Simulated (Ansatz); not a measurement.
Data:

SnS:
```xyz
8
Lattice="10.9869 0.0000 0.0000 0.0000 3.9524 0.0000 0.0000 0.0000 4.1874" Properties=species:S:1:pos:R:3 pbc="T T T"
Sn     6.7895     0.9881     1.6338
Sn     4.1974     2.9643     2.5536
Sn     9.6908     2.9643     3.7275
Sn     1.2960     0.9881     0.4599
S      3.8877     0.9881     0.1100
S      7.0992     2.9643     4.0774
S      1.6057     2.9643     2.2037
S      9.3812     0.9881     1.9837
```

This is the LDA-relaxed structure. Tensor components refer to the Cartesian frame of this cell.

Question: All from the program Ansatz at the LDA level (PAW), unless another level is named. Give the electron effective mass.

Answer: 0.072, 0.17, 3.1 mₑ (principal values).

Question: Predict the band gap.

Answer: 0.51 eV (indirect).

Question: Give the conduction-band minimum.

Answer: off the standard path, at k = (-0.026, 0.312, 0.000) in fractions of the reciprocal vectors.

Space group Pnma. Symmetry was held in the LDA relaxation. A crystal of weakly bound layers computed without a dispersion correction: the cell and the soft elastic constants depend strongly on that. Spin–orbit coupling is left out wherever it is not named.

Potentials: the earlier of the program's two PAW sets. The files were generated under PBE; for other functionals the program regenerates the frozen cores, and for LDA and PBEsol the local potential too.
